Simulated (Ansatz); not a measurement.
The start is a generated cell, MoS2 placed in the AFLOW prototype A2B_cP6_224_b_a (C3, as in Cu2O). The cell and all atomic positions are relaxed at zero pressure with r2SCAN (plane waves to 500 eV, PAW, scalar-relativistic; Ansatz, an electronic-structure program). The first steps use a coarse 5×5×5 k-mesh.

Initial structure:
```
MoS2
1.0
    4.74434     0.00000     0.00000
    0.00000     4.74434     0.00000
    0.00000     0.00000     4.74434
S Mo
4 2
Direct
  0.75000   0.75000   0.75000
  0.75000   0.25000   0.25000
  0.25000   0.75000   0.25000
  0.25000   0.25000   0.75000
  0.00000   0.00000   0.00000
  0.50000   0.50000   0.50000
```

Task: How does the volume change?

Result: +27.0 %, from 17.80 to 22.60 Å³/atom.

Task: Is the relaxed structure metallic? Give its gap.

Result: No gap (metallic).

Task: What does it relax into? Give the structure.

Result: 
```cif
data_Mo2S4
_chemical_formula_sum 'S4 Mo2'
_space_group_name_H-M_alt 'Pn-3m :1'
_space_group_IT_number 224
_space_group_name_Hall 'P 4n 2 3 -1n'
_cell_length_a 5.13764
_cell_length_b 5.13764
_cell_length_c 5.13764
_cell_angle_alpha 90.000
_cell_angle_beta 90.000
_cell_angle_gamma 90.000
loop_
_atom_site_label
_atom_site_type_symbol
_atom_site_symmetry_multiplicity
_atom_site_Wyckoff_symbol
_atom_site_fract_x
_atom_site_fract_y
_atom_site_fract_z
_atom_site_occupancy
S1 S 4 c 0.75000 0.75000 0.75000 1
Mo1 Mo 2 a 0.00000 0.00000 0.00000 1
```

The space group stays Pn-3m (No. 224) (the run could not lower it); the end is AFLOW prototype A2B_cP6_224_b_a (C3, as in Cu2O), with 6 atoms in the primitive cell. Final values are on a 9×9×9 k-mesh of the relaxed cell. No spin polarisation in the result.

The run could not lose the symmetry of its start, so the end can be a saddle point.

All atoms sit on sites fixed by symmetry, so only the cell could relax.

The relaxed structure here is a generated cell of MoS2: the first start was made by placing the elements on the sites of a structure type, and the end was not matched to a known phase here, so it may be hypothetical. Known forms of MoS2 include space group No. 160, 194.
